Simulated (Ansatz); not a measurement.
LaCuGe₂:
```
LaCuGe2
1.0
    2.19651    -8.63169     0.00000
    2.19651     8.63169     0.00000
    0.00000     0.00000     4.23737
La Cu Ge
2 2 4
Direct
  0.89424   0.10576   0.75000
  0.10576   0.89424   0.25000
  0.67852   0.32148   0.75000
  0.32148   0.67852   0.25000
  0.53970   0.46030   0.75000
  0.46030   0.53970   0.25000
  0.24833   0.75167   0.75000
  0.75167   0.24833   0.25000
```

Relaxed with r²SCAN. Special points in fractions of this cell's reciprocal vectors: Γ (0.000, 0.000, 0.000); Y (-0.500, 0.500, 0.000); C0 (-0.266, 0.734, 0.000); Σ0 (0.266, 0.266, 0.000); Z (0.000, 0.000, 0.500); A0 (0.266, 0.266, 0.500); E0 (-0.266, 0.734, 0.500); T (-0.500, 0.500, 0.500); S (0.000, 0.500, 0.000); R (0.000, 0.500, 0.500).

Task: List the band energies nearest the Fermi level at these points for r²SCAN in the plane-wave PAW code Ansatz.

Result: In eV from the Fermi level; about four levels below and three above (degenerate sets whole), none deeper than 8.9 eV; points with the same levels are listed once.

```tsv
k	below	above
Γ	-2.16 -2.03 -0.65 -0.48	1.29 1.36 1.38
Y	-2.13 -2.07 -1.31 -0.12	0.12 0.56 0.91
C0	-0.75 -0.68 -0.28 -0.02	0.52 0.69 1.18
Z	-1.16 -1.16 -0.51 -0.51	0.02 0.02 0.62 0.62
A0	-2.37 -2.37 -1.98 -1.98	1.56 1.56 2.12 2.12
T	-0.48 -0.48 -0.08 -0.08	1.30 1.30 2.13 2.13 2.13 2.13
S	-1.59 -1.15 -0.45 0.00	0.00 0.33 0.54
R	-2.40 -2.40 -1.96 -1.96	1.57 1.57 2.11 2.11
```

Space group Cmcm. The workflow started from a Materials Project entry (that database holds measured and hypothetical structures alike); the Crystallography Open Database copy checked does not list it. Whether it is the stable phase at ambient conditions was not checked. The cell was relaxed with r²SCAN under the symmetry of its start; whether a distortion lowers the energy is not shown. No spin polarisation was allowed. Scalar-relativistic: spin–orbit coupling is off unless named, which matters more the heavier the elements.

Potentials: the later of the program's two PAW sets.
